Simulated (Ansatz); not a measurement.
# Zone-centre modes in TaO2

These are results of DFT PBEsol, scalar-relativistic, plane waves, PAW (Ansatz), not measurements. Settings: plane waves to 420 eV, k-mesh 10×10×16 (Γ-centred), Gaussian smearing 0.15 eV. Spin–orbit coupling is left out, which can shift energies with elements as heavy as these. No spin polarisation.

Zero of the scan (relaxed at this level; it needn't be the usual structure):

```
Ta O
1.0
     4.95094    0.00000    0.00000
     0.00000    4.95094    0.00000
     0.00000    0.00000    2.85082
Ta O
2 4
Cartesian
  0.0000 0.0000 1.4254
  2.4755 2.4755 0.0000
  3.5322 1.4188 1.4254
  1.4188 3.5322 1.4254
  1.0567 1.0567 0.0000
  3.8942 3.8942 0.0000
```

Harmonic modes by finite displacements of 0.02 Å, without the LO–TO term.

(1) At this geometry, is the structure stable against these modes?

(2) List the wavenumbers in cm⁻¹.

Results:

(1) Yes: no mode is imaginary beyond 10 cm⁻¹, and only the three translations lie near zero.

(2) 0, 0, 0, 94, 120, 237, 237, 266, 266, 267, 393, 398, 453, 453, 592, 597, 597, 700.

Cost: 1 run of about 2.1 core-minutes, on AMD EPYC 9R45 (Zen 5) (shared hosts).